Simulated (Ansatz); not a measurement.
Ga$_{2}$BiAs in space group R3m (No. 160; Ga on 3a, Ga on 3a, Bi on 3a, As on 3a) under volume change, PBEsol (plane waves, PAW; program Ansatz), shape and atoms relaxed at each volume.

| V (Å³/atom) | E − E(relaxed) (meV/atom) | P (GPa) |
|---|---|---|
| 24.621 | 41.7 | 5.99 |
| 25.433 | 17.5 | 3.65 |
| 26.244 | 4.1 | 1.67 |
| 27.056 | 0.0 | 0.00 |
| 27.868 | 3.7 | -1.41 |
| 28.679 | 13.9 | -2.60 |
| 29.491 | 29.7 | -3.60 |

What does a third-order Birch–Murnaghan fit give for V₀, B₀ and B′?

V₀ = 27.06 Å³/atom, B₀ = 51.0 GPa, B′ = 4.6.

The first step of the workflow began from a Materials Project structure, measured or hypothetical; the Crystallography Open Database copy checked does not list it. Whether it is the stable phase at ambient conditions was not checked. Symmetry was held in the PBEsol relaxation; of distortions, only those at the zone centre were tested. Spin–orbit coupling is left out wherever it is not named.

Potentials: the later of the program's two PAW sets.
